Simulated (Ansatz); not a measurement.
Values for one crystal, relaxed and computed with plane-wave PAW LDA (Ansatz code); other levels are named.

```yaml
volume_per_atom: 37.34 Å³
band_gap: 0.54 eV (direct)
Hole effective mass, band 1 of 2 at the edge: 2.1 along x, 0.58 along z (mₑ)
conduction_band_minimum: at Γ
Hole effective mass, band 2 of 2 at the edge: 0.22 along x, 0.58 along z (mₑ)
Formation energy from the elements (no fitted shifts): -0.83 eV/atom
electron_effective_mass: 0.26, 0.26, 0.33 mₑ (principal values)
```

**Question.** Which compound is it?
A. Cs2KYCl6, Fm-3m (K on 4b, Cs on 8c, Y on 4a, Cl on 24e)
B. K2H6PbO6, R-3 (K on 6c, H on 18f, Pb on 3a, O on 18f)
C. KTe, P6_3/mmc (K on 2a, K on 2c, Te on 4f)
D. K3GeS3, C2/m (Pearson symbol mS28)

**Answer.** C, KTe, P6_3/mmc (K on 2a, K on 2c, Te on 4f)

The first step of the workflow began from a Materials Project structure, measured or hypothetical; the Crystallography Open Database files this formula in space group No. 194, but the cells were not matched. Its standing as an ambient phase is unchecked. The LDA relaxation kept the symmetry of its start; its stability against distortions is not shown here. The references are the lowest solids computed at this level, not always the standard phases. Scalar-relativistic: spin–orbit coupling is off unless named, which matters more the heavier the elements.

Potentials: the later of the program's two PAW sets.
